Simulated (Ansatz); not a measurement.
## What DFT gives for RbMoF4

```xyz
12
Lattice="0.0000 5.9743 0.0000 5.9743 0.0000 0.0000 2.9871 2.9871 -5.4373" Properties=species:S:1:pos:R:3 pbc="T T T"
Mo    0.0000    2.9871    0.0000
Mo    2.9871    0.0000    0.0000
Rb    2.9871    2.9871   -2.7187
Rb    5.9743    5.9743   -2.7187
F     3.8839    6.8710   -4.1693
F     5.0776    3.8839   -4.1693
F     8.0647    5.0776   -4.1693
F     6.8710    8.0647   -4.1693
F     3.8839    5.0776   -1.2680
F     5.0776    2.0904   -1.2680
F     2.0904    0.8967   -1.2680
F     0.8967    3.8839   -1.2680
```

Single point in Ansatz 0.2.0 with r2SCAN, no spin polarisation. Cutoff 500 eV, PAW datasets, 7×7×7 Γ-centred k mesh, fermi-dirac filling (width 0.1 eV).

**Contacts.** Mo–F at 1.79 Å: least valence density 1.26 e/Å³ and ELF 0.22 there. Rb–F at 2.70 Å: least valence density 0.13 e/Å³ and ELF 0.04 there. These are pseudo-fields; inside the PAW spheres they differ from the all-electron ones.
**At the Fermi level.** It is a metal on this mesh, though the bands barely overlap, with about 16 states/eV a cell as the mean within 0.25 eV of the Fermi level, mostly Mo d (82 %) and F p (16 %).
**Stress.** The pressure is 21.1 GPa (compression positive), so with the atoms held at these fractions the cell would first expand; the forces are large, so a full relaxation may end otherwise. The principal stresses 17.8, 17.8, 27.8 GPa differ, so its shape would change too.
**Charges.** Bader charges in e: Rb +0.91, Mo +1.96, F -0.72. In the mean Mo gives up most and F takes most.

Origin: a known structure type with other elements, at an estimated volume, so it need not be a known compound. Caveats: many states at the Fermi level without spin polarisation, so a magnetic state may lie lower; the Fermi level lies in a narrow band between gaps, which spin or distortion may split; correlation that this level lacks may open a gap in such a compound; atoms or cell far from equilibrium.
